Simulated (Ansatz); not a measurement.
RbLuO₂ in space group R-3m (No. 166; Rb on 3a, Lu on 3b, O on 6c) at seven volumes, r²SCAN in the plane-wave PAW code Ansatz, shape and atoms relaxed at each. One row is withheld.

```json
[
 {"V (Å³/atom)": "14.777", "P (GPa)": "?"},
 {"V (Å³/atom)": "15.264", "P (GPa)": "6.70"},
 {"V (Å³/atom)": "15.751", "P (GPa)": "3.07"},
 {"V (Å³/atom)": "16.238", "P (GPa)": "0.00"},
 {"V (Å³/atom)": "16.725", "P (GPa)": "-2.58"},
 {"V (Å³/atom)": "17.212", "P (GPa)": "-4.75"},
 {"V (Å³/atom)": "17.700", "P (GPa)": "-6.59"}
]
```

**Question.** Fit the shown pressures and predict the withheld one.

**Answer.** Third-order Birch–Murnaghan: P = (3/2)B₀(x^(7/2) − x^(5/2))[1 + (3/4)(B′ − 4)(x − 1)] with x = (V₀/V)^(2/3). Least squares on the six rows gives V₀ = 16.239 Å³/atom, B₀ = 93.59 GPa, B′ = 4.70. At V = 14.777, x = 1.0649 and P = 11.03 GPa. The run itself gave 11.01 GPa.

The workflow started from an entry of the Crystallography Open Database (COD). Its standing as an ambient phase is unchecked. Symmetry was held in the r²SCAN relaxation; whether a distortion lowers the energy is not shown. Scalar-relativistic: spin–orbit coupling is off unless named, which matters more the heavier the elements.

Potentials: the later of the program's two PAW sets.
